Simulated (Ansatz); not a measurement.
BiAu$_{2}$ (cubic Laves (MgCu2 type), Fd-3m) at seven volumes, DFT-PBEsol in the program Ansatz with PAW potentials, scaled uniformly. One row is withheld.

| V (Å³/atom) | P (GPa) |
|---|---|
| 19.012 | 14.87 |
| 19.639 | ? |
| 20.266 | 4.06 |
| 20.892 | 0.00 |
| 21.519 | -3.35 |
| 22.146 | -6.12 |
| 22.773 | -8.39 |

Question: Fit the shown pressures and predict the withheld one.

Answer: P = (3/2)B₀(x^(7/2) − x^(5/2))[1 + (3/4)(B′ − 4)(x − 1)] with x = (V₀/V)^(2/3). Least squares on the six rows gives V₀ = 20.893 Å³/atom, B₀ = 123 GPa, B′ = 5.33. At V = 19.639, x = 1.0421 and P = 8.98 GPa. The run itself gave 8.95 GPa.

The workflow started from a Materials Project entry (that database holds measured and hypothetical structures alike); the Crystallography Open Database files this formula in space group No. 227, but the cells were not matched. Whether it is the stable phase at ambient conditions was not checked. The PBEsol relaxation kept the symmetry of its start; of distortions, only those at the zone centre were tested. Spin–orbit coupling is left out wherever it is not named.

Potentials: the later of the program's two PAW sets.
